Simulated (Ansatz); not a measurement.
The end point of a relaxation of ZnS. Space group P6₃mc (No. 186), AFLOW prototype AB_hP12_186_a2b_a2b (B6, as in SiC). All values below come from r2SCAN (plane waves to 500 eV, PAW, scalar-relativistic; Ansatz, a program for electronic structure).

```cif
data_S6Zn6
_chemical_formula_sum 'Zn6 S6'
_space_group_name_H-M_alt 'P 1'
_space_group_IT_number 1
_cell_length_a 3.80908
_cell_length_b 3.80908
_cell_length_c 18.69108
_cell_angle_alpha 90.000
_cell_angle_beta 90.000
_cell_angle_gamma 120.000
loop_
_space_group_symop_operation_xyz
  'x, y, z'
loop_
_atom_site_label
_atom_site_type_symbol
_atom_site_fract_x
_atom_site_fract_y
_atom_site_fract_z
_atom_site_occupancy
Zn1 Zn 0.00000 0.00000 0.99975 1
Zn2 Zn 0.00000 0.00000 0.49975 1
Zn3 Zn 0.66667 0.33333 0.83296 1
Zn4 Zn 0.33333 0.66667 0.33296 1
Zn5 Zn 0.66667 0.33333 0.16651 1
Zn6 Zn 0.33333 0.66667 0.66651 1
S1 S 0.00000 0.00000 0.87468 1
S2 S 0.00000 0.00000 0.37468 1
S3 S 0.66667 0.33333 0.70814 1
S4 S 0.33333 0.66667 0.20814 1
S5 S 0.66667 0.33333 0.04166 1
S6 S 0.33333 0.66667 0.54166 1
```

For ZnS, the volume per atom comes out as 19.57 Å³. The density comes out as 4.14 g/cm³ and the band gap is 2.73 eV, direct at Γ (no spin-orbit coupling). The shortest distances comes out as S–Zn 2.33 Å and the k-mesh is 8×8×2.

Band energies at high-symmetry points (eV from the VBM; labels of this space group; no spin-orbit coupling), from −5 eV up to 6.5 eV:

```
point                                                                                                                                                  energies
-----  --------------------------------------------------------------------------------------------------------------------------------------------------------
Γ                             -3.99 -3.97 -1.70 -1.68 -0.91 -0.91 -0.70 -0.70 -0.70 -0.70 -0.26 -0.26 -0.25 -0.25 -0.03 0.00 0.00 2.73 3.73 3.79 3.86 3.91 4.02
M                  -4.87 -4.72 -4.42 -4.38 -2.85 -2.78 -2.31 -2.16 -2.00 -1.99 -1.94 -1.53 -1.30 -1.30 -1.13 -0.91 3.85 3.94 4.01 4.30 4.43 4.69 4.89 5.21 6.00
K      -4.82 -4.82 -4.80 -4.69 -4.55 -4.55 -3.51 -3.51 -3.27 -2.91 -2.67 -2.67 -2.08 -2.08 -1.96 -1.60 -1.54 -1.54 4.81 4.81 4.82 5.79 5.94 5.94 6.13 6.13 6.35
A                     -4.90 -4.90 -2.88 -2.88 -0.85 -0.85 -0.85 -0.85 -0.59 -0.59 -0.48 -0.48 -0.48 -0.48 -0.07 -0.07 -0.07 -0.07 3.18 3.18 3.79 3.79 4.07 4.07
L             -4.70 -4.70 -4.48 -4.48 -2.73 -2.73 -2.23 -2.23 -2.19 -2.19 -1.66 -1.66 -1.25 -1.25 -1.02 -1.02 3.76 3.76 4.26 4.26 4.55 4.55 5.15 5.15 6.12 6.12
H                     -4.81 -4.81 -4.75 -4.75 -4.57 -4.57 -3.47 -3.47 -3.10 -3.10 -2.76 -2.76 -1.96 -1.96 -1.76 -1.76 -1.61 -1.61 5.04 5.04 5.16 5.16 5.34 5.34
```

No spin polarisation in the result.

The run could not lose the symmetry of its start.

The first start was generated by placing the elements on the sites of a structure type. A measured structure of ZnS has the same space group, P6₃mc (No. 186); the sites were not compared with it.
